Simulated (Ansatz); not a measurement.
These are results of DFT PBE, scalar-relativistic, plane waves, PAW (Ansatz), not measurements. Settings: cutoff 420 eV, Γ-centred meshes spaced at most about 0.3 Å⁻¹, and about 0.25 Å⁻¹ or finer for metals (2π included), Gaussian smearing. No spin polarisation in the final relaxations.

All energies are static (0 K, no zero-point motion).

Two forms of AlAsPd3 were relaxed alike.

A.

```xyz
5
Lattice="4.6348 0.0000 0.0000 0.0000 4.6348 0.0000 0.0000 0.0000 4.6348" Properties=species:S:1:pos:R:3 pbc="T T T"
Al    0.0000    0.0000    0.0000
As    2.3174    2.3174    2.3174
Pd    2.3174    2.3174    0.0000
Pd    0.0000    2.3174    2.3174
Pd    2.3174    0.0000    2.3174
```

B.

```xyz
5
Lattice="4.6281 0.0000 0.0000 0.0000 4.6281 0.0000 0.0000 0.0000 4.6347" Properties=species:S:1:pos:R:3 pbc="T T T"
Al    2.3140    2.3140    0.0000
As    2.3140    2.3140    2.3173
Pd    0.0000    0.0000    0.0000
Pd    2.3140    0.0000    2.3173
Pd    0.0000    2.3140    2.3173
```

Problem. Which placement of the atoms is lower in energy, and by how much?

Solution. A is lower, by 178 meV/atom. The two share one framework of sites and differ in which element sits where. A has the antiperovskite type, space group Pm-3m (No. 221), 19.9 Å³/atom and no gap on its mesh; B has space group P4/mmm (No. 123), 19.9 Å³/atom and no gap. Counting Al or Pd atoms around As (for each partner element, those within 1.25 times its shortest distance or 1.15 times the sum of covalent radii, where it is the nearest in units of that sum or under 1.3), A and B both have As 6. Even the lower one lies +0.13 eV/atom against the reference forms of the elements (uncorrected), so neither is stable at this level. Both come from invented guesses.

Cells relaxed within their symmetry can be saddle points.
